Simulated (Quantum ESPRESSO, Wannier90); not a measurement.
CsSnBr3 (cubic perovskite), plane waves to Wannier functions

Structure: Materials Project mp-27214, symmetrised, not relaxed again. Not found in the COD (Crystallography Open Database) copy used; not checked further. Method: LDA plane waves in Quantum ESPRESSO 7.5 (PseudoDojo norm-conserving files, 58 Ry, no spin polarisation, no spin-orbit coupling), Bloch states on a 6×6×6 mesh through Γ, Wannier90 4.0.1. Density: 6×6×6 mesh, Gaussian smearing 0.01 Ry. Spin-orbit coupling is left out although heavy elements are present.

```
begin unit_cell_cart
ang
    5.8390100000    0.0000000000    0.0000000000
    0.0000000000    5.8390100000    0.0000000000
    0.0000000000    0.0000000000    5.8390100000
end unit_cell_cart
mp_grid = 6 6 6
```

Neighbour vectors b of the finite-difference formula (Å⁻¹), by shell:

```
shell       b_x       b_y       b_z
-----  --------  --------  --------
1       0.00000   0.00000   0.17935
1       0.00000   0.17935   0.00000
1       0.17935   0.00000   0.00000
1       0.00000   0.00000  -0.17935
1       0.00000  -0.17935   0.00000
1      -0.17935   0.00000   0.00000
```

Question: Find the weights w_b from the completeness condition Σ_b w_b b_α b_β = δ_αβ.

Answer: Shell 1: Σ b_x² = 0.064, Σ b_y² = 0.064, Σ b_z² = 0.064 Å⁻²
Each of the three diagonal sums, weighted, has to give 1 and the off-diagonal ones 0, which holds for w_1 = 15.5 Å². Check on xx: 15.54×0.064 = 0.99.

On this mesh the 12 functions of bands 7-9,14-22 (valence bands; start: SCDM (isolated), conv_tol = 1.0e-6) end with spreads 1.4512, 1.4520, 1.4516, 1.4519, 1.4523, 1.4519, 1.4520, 1.4516, 1.4517, 4.6935, 4.6939, 4.6935 Å², Ω_I = 23.8616 Å² and Ω_D = 0.0002 Å².

Ω_total is the sum of the spreads, 27.147 Å². Ω_OD = Ω_total − Ω_I − Ω_D = 3.285 Å². Only (Ω_D + Ω_OD)/Ω_total = 12.1 % depends on the gauge, and another start could lower the total by that share at most. The rms radius is √(Ω_total/12) = 1.50 Å.
